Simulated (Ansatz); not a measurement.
Relaxed-ion elastic tensor of ZnS (zinc blende, F-43m) in GPa (Voigt order), PBEsol in the plane-wave PAW code Ansatz; density 4.21 g/cm³, 19.21 Å³ per atom.

```
 107  64.9  64.9   0.0   0.0   0.0
64.9   107  64.9   0.0   0.0   0.0
64.9  64.9   107   0.0   0.0   0.0
 0.0   0.0   0.0  48.5   0.0   0.0
 0.0   0.0   0.0   0.0  48.5   0.0
 0.0   0.0   0.0   0.0   0.0  48.5
```

Task: Is the crystal mechanically stable?

Result: Yes: the smallest eigenvalue of C is 42.2 GPa.

Task: Work out the Voigt, Reuss and Hill averages.

Result: K_V = 79.0, K_R = 79.0, K_H = 79.0; G_V = 37.5, G_R = 31.9, G_H = 34.7 GPa.

Task: Give Young's modulus, Poisson's ratio, Pugh's ratio and the universal anisotropy index.

Result: E = 9KG/(3K + G) = 90.8 GPa; ν = 0.31; K/G = 2.27 (ductile by the Pugh limit of 1.75); A_U = 5G_V/G_R + K_V/K_R − 6 = 0.88.

Task: Estimate the sound speeds and the Debye temperature.

Result: v_l = √((K + 4G/3)/ρ) = 5450 m/s, v_t = √(G/ρ) = 2870 m/s, mean 3210 m/s; Θ = (h/k)(3n/4πV)^(1/3) v_m = 357 K.

Task: Give the Zener ratio and Young's modulus along [100], [110] and [111].

Result: A = 2C44/(C11 − C12) = 2.30; 1/E = S11 − 2(S11 − S12 − S44/2)Γ with Γ = 0, 1/4, 1/3 gives 58.1, 95.1, 121 GPa.

Task: Solve the Christoffel equation for the three sound speeds along [100], [110], [111].

Result: Eigenvalues of C_ijkl n_j n_l equal ρv² (piezoelectric stiffening left out). In km/s, slowest first: [100] 3.39, 3.39, 5.04; [110] 2.24, 3.39, 5.65; [111] 2.68, 2.68, 5.84.

The PBEsol relaxation kept the symmetry of its start.

Potentials: the earlier of the program's two PAW sets. The files were generated under PBE; for other functionals the program regenerates the frozen cores, and for LDA and PBEsol the local potential too.
